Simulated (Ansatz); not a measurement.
**Zone-centre phonons of Al₃Cu at 25 GPa: input and output**

All numbers below come from Ansatz, DFT LDA, scalar-relativistic, plane waves, PAW.

Launched with:
```bash
ansatz run input.yaml --threads 1 --pin off --max-ram 3072MiB --backend cpu --events-out ev --progress --plain --runs-dir out
```

Input (bare energies are in eV):
```yaml
crystal:
  lattice:
    - [2.6132119791, 0.0, 0.0]
    - [0.0, 2.6132119791, 0.0]
    - [0.0, 0.0, 7.0900495722]
  atoms:
    - { symbol: Al, position: [0.0, 0.0, 0.5] }
    - { symbol: Al, position: [0.5, 0.5, 0.2268351875] }
    - { symbol: Al, position: [0.5, 0.5, 0.7731648125] }
    - { symbol: Cu, position: [0.0, 0.0, 0.0] }
basis:
  ecutwfc: 420
kpoints:
  mp_grid: { grid: [16, 16, 6] }
hamiltonian:
  xc: lda
scf:
  occupations: { method: fermi_dirac, width: 0.15 }
output:
  eigenvalues: true
phonons:
  method: dfpt
  eigenvectors: true
```

Results section of the output:
```
--- Phonons (Γ-DFPT): 6 representative perturbations + reference, on 324 of 1536 k-points (Σ response iterations 19) ---
  k mesh reduced under 4 symmetry operations, with k and −k counted as one. Each operation leaves every solved displacement unchanged or reverses it
  ASR residual: 7.836e-4 → 0.000e0 eV/Å²; symmetrization residual: 5.561e-5 eV/Å²
  ASR residual per site (eV/Å²): 6.00e-6 6.28e-5 6.28e-5 7.84e-4
  Γ frequencies (cm⁻¹): 0.00 0.00 0.00 162.76 162.76 229.81 229.81 264.90 285.13 285.13 334.98 407.12
  non-analytic LO–TO correction: not included (Born effective charges unavailable; polar crystals: no LO–TO splitting at Γ)
```

Time: 3.3 min on 1 thread of AMD EPYC (Zen 3), on a shared host, peak memory 1.2 GiB.

In a metal, frequencies and elastic constants depend on the k mesh and the smearing, soft modes and shear constants most. Other phases may be more stable at this pressure.